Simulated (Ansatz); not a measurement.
### Question
MoW (rock salt, space group No. 225) is relaxed with the program Ansatz at the r²SCAN level (PAW). What lattice parameters of the conventional cell result?

### Answer
a = 5.212 Å.

Space group Fm-3m (rock salt). The start of the workflow was typed in or built on a structure type; neither database checked (COD, Materials Project) lists it. Its standing as an ambient phase is unchecked. Symmetry was held in the r²SCAN relaxation. At this level the phase is mechanically unstable. The run is not spin-polarised. Its formation energy is positive at this level, so the cell may be metastable or incomplete. Spin–orbit coupling is left out wherever it is not named.

Potentials: the earlier of the program's two PAW sets.
